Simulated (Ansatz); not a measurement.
Cu Kα1 powder pattern (kinematic, no thermal factors).
| 2θ (°) | relative intensity | assignment |
| --- | --- | --- |
| 13.80 | 13 | 1 1 1 |
| 15.95 | 19 | 2 0 0 |
| 22.63 | 100 | 2 2 0 |
| 26.60 | 8 | 3 1 1 |
| 32.22 | 37 | 4 0 0 |
| 35.20 | 3 | 3 3 1 |
| 36.14 | 6 | 4 2 0 |
| 39.73 | 40 | 4 2 2 |
| 42.25 | 3 | 5 1 1 |
| 46.20 | 23 | 4 4 0 |
| 48.45 | 3 | 5 3 1 |
| 49.18 | 3 | 6 0 0 |
| 52.04 | 27 | 6 2 0 |
| 57.44 | 7 | 4 4 4 |
| 59.38 | 2 | 7 1 1 |
| 60.02 | 2 | 6 4 0 |
| 62.54 | 27 | 6 4 2 |
| 64.38 | 2 | 7 3 1 |
| 67.40 | 3 | 8 0 0 |
| 69.77 | 2 | 8 2 0 |
| 72.11 | 12 | 8 2 2 |
| 73.84 | 1 | 7 5 1 |
| 76.69 | 9 | 8 4 0 |
| 78.38 | 1 | 9 1 1 |
| 81.18 | 8 | 6 6 4 |
| 85.62 | 6 | 8 4 4 |
| 87.28 | 1 | 9 3 3 |

The pattern is computed from a structure relaxed with DFT PBE, scalar-relativistic, plane waves, PAW in Ansatz. No spin polarisation. Its elements are C, N, Os, Rb, Y.

**Question.** Give the structure.

**Answer.** Rb2YOsC6N6.
Space group Fm-3m (No. 225). a = 11.106 Å, b = 11.106 Å, c = 11.106 Å, α = 90.00°, β = 90.00°, γ = 90.00°
```csv
atom,site,symmetry,x,y,z
Rb,8c,-43m,0.2500,0.7500,0.7500
Y,4b,m-3m,0.5000,0.0000,0.0000
Os,4a,m-3m,0.0000,0.0000,0.0000
C,24e,4m.m,0.1815,0.0000,0.0000
N,24e,4m.m,0.2883,0.0000,0.0000
```

A pattern alone doesn't exclude other cells with like lines; this is the one computed.

The structure comes from a generated guess; another structure or a mixture of phases may lie lower.
